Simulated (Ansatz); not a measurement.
MgO (rock salt, space group No. 225), DFT-PBE+D3(BJ) in the program Ansatz with PAW potentials. The conduction-band minimum lies at Γ, with 1 equivalent valley. Second derivatives d²E/dk² of the lowest band at one valley (eV·Å²), along Cartesian directions:

```tsv
direction	d²E/dk²
[100]	21.90
[010]	21.90
[001]	21.90
[110]	21.90
[101]	21.90
[011]	21.90
```

Question: Find the principal effective masses, the density-of-states mass and the conductivity mass.

Answer: Off-diagonal terms follow from H_xy = H[110] − (H_xx + H_yy)/2, and m*/mₑ = 7.620 eV·Å² over each eigenvalue: 0.35, 0.35, 0.35. One valley's DOS mass (m₁m₂m₃)^(1/3) = 0.35, conductivity mass 3/(Σ 1/mᵢ) = 0.35 mₑ.

Question: What effective density of states Nc follows at 300 K for parabolic valleys?

Answer: Nc = 2.509e19 × 1 × (0.35)^(3/2) ≈ 5.2e18 cm⁻³.

Space group Fm-3m (rock salt). The PBE+D3(BJ) relaxation kept the symmetry of its start. The volume moved by -40 % from the start of the relaxation.

Potentials: the later of the program's two PAW sets.

Edges and masses are those of Kohn–Sham bands, whose gap is no quasiparticle gap.
